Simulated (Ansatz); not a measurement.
A relaxed cell of Ag (Fm-3m (No. 225)), relaxed on a k-mesh at least as fine as the one used below. Method: PBEsol (plane waves to 420 eV, PAW, scalar-relativistic; Ansatz, a first-principles code). Γ-centred k-mesh 14×14×7 on the run's cell (coarser than for final values), Fermi–Dirac smearing 0.05 eV.

```
CELL_PARAMETERS angstrom
      0.00000     2.02739     2.02739
      2.02739     0.00000     2.02739
      4.05478     4.05478     0.00000
ATOMIC_POSITIONS crystal
  Ag 0.00000 0.00000 0.00000
  Ag 0.00000 0.00000 0.50000
```

The atoms are displaced by (Å):

| atom | ux | uy | uz |
|---|---|---|---|
| Ag1 | -0.086 | -0.144 | 0.069 |
| Ag2 | 0.104 | -0.023 | -0.015 |

### Question
What forces (eV/Å) and pressure result?

### Answer
```
atom     Fx     Fy     Fz
----  -----  -----  -----
Ag1    1.02   0.91  -0.84
Ag2   -1.02  -0.91   0.84
```

Pressure +3.9 GPa.

### Question
Estimate the energy cost of the displacement in the harmonic approximation and compare with the calculation.

### Answer
For a harmonic well ΔE = −½ Σ F·u = 0.187 eV a cell, or 94 meV/atom. The calculated energy relative to the undisplaced cell is +0.09 eV/atom, so the harmonic estimate holds well.

No spin polarisation in the result.

The run that gave the undisplaced cell could not lose the symmetry of its start; a randomly shaken copy of 2 atoms returns to this structure.
